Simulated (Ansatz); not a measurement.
SiC₅: rattling a relaxed structure

It was reached by relaxing an invented guess, and it needn't be the stable form of this composition.

These are results of DFT PBE, scalar-relativistic, plane waves, PAW (Ansatz 0.2.0), not measurements. Settings: cutoff 420 eV, Γ-centred mesh 12×12×4 on the computed 12-atom cell, Gaussian smearing of 0.10 eV; no spin polarisation.

The cell below (12 atoms, space group P6_3/mcm (No. 193)) is relaxed within its symmetry.

```xyz
12
Lattice="4.6504 0.0000 0.0000 -2.3252 4.0274 0.0000 0.0000 0.0000 7.5295" Properties=species:S:1:pos:R:3 pbc="T T T"
Si    0.0000    0.0000    5.6471
Si    0.0000    0.0000    1.8824
C     2.8824    0.0000    5.6471
C     0.0000    2.6849    5.6471
C     2.3252    1.3425    5.6471
C    -1.4412    2.4962    5.6471
C     0.8840    1.5312    5.6471
C     1.4412    2.4962    1.8824
C     2.3252    1.3425    1.8824
C     0.0000    2.6849    1.8824
C    -0.8840    1.5312    1.8824
C     1.7680    0.0000    1.8824
```

For the test it was strained at random (σ = 1.5 % a component), the atoms were moved at random (σ = 0.05 Å), and all was relaxed again on a coarse 6×6×4 mesh (in the run’s order of axes) with 0.20 eV smearing, with no symmetry imposed.

Weakly bound directions are ill-defined at this level, which has no dispersion term.

Question: Does it come back?

Answer: It returns, within 1 meV/atom of the unmoved cell on that mesh and with the same symmetry when read at 0.1 Å (P-1 at 0.01 Å, so small strains and shifts remain). No instability shows in this cell; modes of other wave vectors, which need another repeat, aren't tested.
